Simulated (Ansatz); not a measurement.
Zn$_{2}$Cd$_{3}$S$_{5}$ (I-4m2)

Theory: Ansatz, DFT PBE, scalar-relativistic, plane waves, PAW.

Settings: cutoff 420 eV, Γ-centred mesh 10×10×10 on the computed 10-atom cell, Gaussian smearing of 0.02 eV; no spin polarisation.

The structure is relaxed at this level of theory with its symmetry kept, and needn't be the ground state of this composition.

```cif
data_structure
_symmetry_space_group_name_H-M 'I-4m2'
_symmetry_Int_Tables_number 119
_cell_length_a 4.0349
_cell_length_b 4.0349
_cell_length_c 28.9179
_cell_angle_alpha 90.000
_cell_angle_beta 90.000
_cell_angle_gamma 90.000
_cell_volume 470.79
loop_
_atom_site_label
_atom_site_type_symbol
_atom_site_symmetry_multiplicity
_atom_site_Wyckoff_symbol
_atom_site_fract_x
_atom_site_fract_y
_atom_site_fract_z
_atom_site_occupancy
Zn1 Zn 4 f 0.00000 0.50000 0.15190 1
Cd1 Cd 4 f 0.50000 0.00000 0.44621 1
Cd2 Cd 2 d 0.50000 0.00000 0.25000 1
S1 S 4 e 0.50000 0.50000 0.30401 1
S2 S 4 e 0.00000 0.00000 0.39219 1
S3 S 2 a 0.00000 0.00000 0.00000 1
```

```json
{
 "Space group": "I-4m2 (No. 119)",
 "Volume per atom": "23.54 Å³",
 "Formation energy from the elements' standard states (uncorrected)": "-0.708 eV/atom",
 "Kohn–Sham band gap": "1.28 eV, direct at Γ",
 "Orbital (Löwdin) character of the top 1 eV of the valence band": "S 3p 89 %",
 "Orbital (Löwdin) character of the lowest 1 eV of the conduction band": "Cd 5s 39 %, S 3s 21 %, S 3p 19 %, Zn 4s 18 %",
 "Electron masses at the edge by direction of the standard setting (m_e; one valley, along these axes only; no spin-orbit coupling)": "x: 0.13; y: 0.13; z: 0.14",
 "Hole masses at the edge by direction of the standard setting (m_e; one valley, along these axes only; no spin-orbit coupling)": "x: 3.7, 0.13; y: 3.7, 0.13; z: 0.81, 0.81",
 "Bader charge by site (e)": "Zn (2 in the cell) 0.89, Cd (2 in the cell) 0.85, Cd (1 in the cell) 0.85, S (2 in the cell) -0.87, S (2 in the cell) -0.87, S (1 in the cell) -0.86"
}
```

The cell was found from a structure generator's guess, not taken from experiment. Kohn–Sham gaps at this level usually fall short of measured ones. Löwdin shares on free-atom orbitals overweight diffuse shells in the empty bands.
